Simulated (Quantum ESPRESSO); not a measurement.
# Where does Sc sit best among Ga sites?

These are calculations, not measurements. They come from pw.x of Quantum ESPRESSO 7.5, a plane-wave density functional program, with PseudoDojo standard norm-conserving files (v0.5 for PBE, v0.4.1 for LDA and PBEsol). The cells are made up: elements, strain and atom displacements were drawn at random, and nothing was relaxed. There is no spin polarisation, spin-orbit coupling or dispersion term.

The cell has 8 sites of a zincblende or diamond lattice. Sites 1 to 4 hold X X X X; sites 5 to 8 hold As P P P. Cell vectors in Å: (5.588, 0.000, 0.000); (0.000, 5.588, 0.000); (0.000, 0.000, 5.588). Settings: PBE, cutoff 1143 eV, 4 x 4 x 4 k mesh shifted by half a step, Fermi-Dirac smearing of 0.025 eV.

In each run one of the sites marked X holds Sc and the others hold Ga; cell and positions stay the same. E is the free energy of the cell.

```
site of the guest  first shell  mean distance (Å)  E above the lowest (eV)  P (GPa)  force on the guest (eV/Å)
                1         AsP3              2.411                    0.175     5.08                      1.004
                2         AsP3              2.441                    0.000     4.74                      0.208
                3         AsP3              2.407                    0.211     5.13                      1.434
                4         AsP3              2.422                    0.107     4.95                      0.862
```

A rerun of one of these cells at 1437 eV and k mesh 6 x 6 x 6 moved values by no more than 0.006 eV in the cell's energy, 0.02 GPa in stress and 0.004 eV/Å in force.

## Reading the table

Site 2 is lowest, by 0.107 eV, over three times the rerun's bound. A straight line of energy against the mean distance has a slope of -6.1 ± 0.3 eV/Å, so the guest costs less on the roomier sites. The positions are random and not relaxed, so the differences hold for this frozen cell and are not site preferences of a real crystal.